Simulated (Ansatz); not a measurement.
**Is this BaAg2F6 structure a true minimum?**

The cell was found from a structure generator's guess, not taken from experiment.

Computed with DFT PBE, scalar-relativistic, plane waves, PAW in Ansatz. Plane waves to 420 eV, a k mesh through Γ of 8×8×8 on the computed 9-atom cell and Gaussian smearing (0.10 eV); no spin polarisation.

The cell below (9 atoms, space group Fm-3m (No. 225)) is relaxed within its symmetry.

```cif
data_structure
_symmetry_space_group_name_H-M 'P 1'
_symmetry_Int_Tables_number 1
_cell_length_a 6.1536
_cell_length_b 6.1536
_cell_length_c 6.1536
_cell_angle_alpha 60.000
_cell_angle_beta 60.000
_cell_angle_gamma 60.000
_cell_volume 164.76
loop_
_atom_site_label
_atom_site_type_symbol
_atom_site_fract_x
_atom_site_fract_y
_atom_site_fract_z
_atom_site_occupancy
Ba1 Ba 0.50000 0.50000 0.50000 1
Ag1 Ag 0.75000 0.75000 0.75000 1
Ag2 Ag 0.25000 0.25000 0.25000 1
F1 F 0.00000 0.00000 0.50000 1
F2 F 0.50000 0.50000 0.00000 1
F3 F 0.00000 0.50000 0.00000 1
F4 F 0.50000 0.00000 0.00000 1
F5 F 0.50000 0.00000 0.50000 1
F6 F 0.00000 0.50000 0.50000 1
```

For the test it was strained at random (σ = 1.5 % a component), the atoms were moved at random (σ = 0.05 Å), and all was relaxed again on a coarse 4×4×4 mesh (in the run’s order of axes) with 0.20 eV smearing, with no symmetry imposed.

Question: Does it come back?

Answer: It doesn't return. The energy falls by 22 meV/atom on that mesh, the volume changes by -0.1 %, and the end has space group P1 (No. 1) at a loose tolerance. Relaxed again on an 8×8×8 mesh with 0.10 eV smearing, the new structure lies 24 meV/atom below the first (mesh in the axes of the run's cell; the cell below is made exact in the group named). Space group P1 (No. 1), triclinic, a = 6.086 Å, b = 6.138 Å, c = 6.167 Å, α = 61.4°, β = 60.5°, γ = 60.6°. Ba is surrounded by 6 F at 2.64–2.86 Å, 1 F at 3.22 Å, 5 F at 3.48–3.56 Å and 8 Ag at 3.69–3.94 Å; around Ag on its first site lie 4 F at 2.11–2.21 Å, 2 F at 2.35–2.36 Å and 4 Ba at 3.69–3.92 Å; Ag on its second site is surrounded by 4 F at 2.11–2.18 Å, 2 F at 2.38–2.39 Å and 4 Ba at 3.69–3.94 Å; F on its first site is surrounded by 1 Ag at 2.11 Å, 1 Ag at 2.38 Å and 1 Ba at 2.73 Å; 5 more sites not described.

```xyz
9
Lattice="6.0865 0.0000 0.0000 3.0158 5.3455 0.0000 3.0373 1.6782 5.0978" Properties=species:S:1:pos:R:3 pbc="T T T"
Ba    6.0180    3.4369    2.6521
Ag    3.0292    1.7628    1.2738
Ag    9.1129    5.2635    3.8160
F     4.7863    1.0465    2.1873
F     7.3463    2.6489    0.5169
F     7.3507    4.5333    4.7211
F     6.0079    1.8359    4.8510
F     4.7891    5.8158    2.7856
F     3.1551    3.4291    2.6851
```
